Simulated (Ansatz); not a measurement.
C in its lowest state found on the top face of a (100) slab of Si2Ni (Fm-3m (No. 225)), 6 planes, outer planes Ni (top) and Si (bottom); 1 a cell of 14.53 Å², its atoms last:

```
CELL_PARAMETERS angstrom
3.81230 0.00000 0.00000
0.00000 3.81230 0.00000
0.00000 0.00000 25.73926
ATOMIC_POSITIONS crystal
Si 0.50000 0.00000 0.33023
Si 0.00000 0.50000 0.33023
Ni 0.50000 0.50000 0.38260
Si 0.00000 0.50000 0.43497
Si 0.50000 0.00000 0.43497
Ni 0.00000 0.00000 0.48656
Si 0.50000 0.00000 0.53648
Si 0.00000 0.50000 0.54216
Ni 0.50000 0.50000 0.59360
C 0.50000 0.00000 0.61028
```

All numbers below come from DFT PBEsol, scalar-relativistic, plane waves, PAW (Ansatz). Plane waves to 420 eV, a k mesh through Γ of 8×8×1 on the computed 10-atom cell and Gaussian smearing (0.10 eV); no spin polarisation. The cell repeats along c with a dipole correction in the vacuum.

The clean top face has a work function of 4.27 eV. Adsorption changes the slab's dipole along +c by Δp = -0.1479 e·Å a cell (-0.71 D an adsorbate).

Problem. What change of work function does the Helmholtz equation give?

Solution. A sheet of dipoles makes a step in an electron's potential energy of −e·Δp/(ε0·A), and e/ε0 = 180.95 eV·Å for Δp in e·Å: −180.95 × (-0.1479)/14.53 = +1.84 eV. This is the change of φ(top) − φ(bottom). If the bottom face is unmoved, φ(top) becomes 6.11 eV.

Problem. How does that compare with the calculation?

Solution. φ(top) changes by +1.83 eV and φ(bottom) by -0.01 eV, so their difference changes by +1.84 eV. The bottom face hardly moves.

Problem. What does the sign say about the electrons?

Solution. The change of dipole points into the surface (negative end outward), so the work function rises. Δp also holds the adsorbate's own dipole and the moves of the surface atoms, so it isn't a charge transfer alone.

Spin polarisation was left out, and a magnetic state may lie lower.